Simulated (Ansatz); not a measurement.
Cs$_{2}$NaScCl$_{6}$:
```
Cs2NaScCl6
1.0
    0.00000     5.08740     5.08740
    5.08740     0.00000     5.08740
    5.08740     5.08740     0.00000
Cs Na Sc Cl
2 1 1 6
Cartesian
  7.63110   7.63110   7.63110
  2.54370   2.54370   2.54370
  5.08740   5.08740   5.08740
  0.00000   0.00000   0.00000
  2.44100   5.08740   5.08740
  7.73380   5.08740   5.08740
  5.08740   2.44100   5.08740
  5.08740   7.73380   5.08740
  5.08740   5.08740   2.44100
  5.08740   5.08740   7.73380
```

Relaxed with LDA. Special points in fractions of this cell's reciprocal vectors: Γ (0.000, 0.000, 0.000); X (0.500, 0.000, 0.500); U (0.625, 0.250, 0.625); K (0.375, 0.375, 0.750); L (0.500, 0.500, 0.500); W (0.500, 0.250, 0.750).

### Question
List the band energies nearest the valence-band maximum at these points for LDA in the plane-wave PAW code Ansatz.

### Answer
In eV from the valence-band maximum; about four levels below and three above (degenerate sets whole), none deeper than 8.9 eV; points with the same levels are listed once.

```
k                             below           above
-  --------------------------------  --------------
Γ  -0.19 -0.19 -0.19 0.00 0.00 0.00  3.90 3.90 3.90
X     -0.73 -0.73 -0.50 -0.50 -0.02  3.90 4.30 4.30
U           -0.60 -0.54 -0.46 -0.14  3.99 4.23 4.26
L     -0.35 -0.35 -0.33 -0.33 -0.29  4.03 4.10 4.10
W           -0.76 -0.57 -0.29 -0.29  4.10 4.10 4.30
```

Space group Fm-3m. The workflow started from a Materials Project entry (that database holds measured and hypothetical structures alike); the Crystallography Open Database copy checked does not list it. Its standing as an ambient phase is unchecked. The LDA relaxation kept the symmetry of its start; phonons on a q-mesh show no instability. No spin polarisation was allowed. Spin–orbit coupling is left out wherever it is not named.

Potentials: the later of the program's two PAW sets.
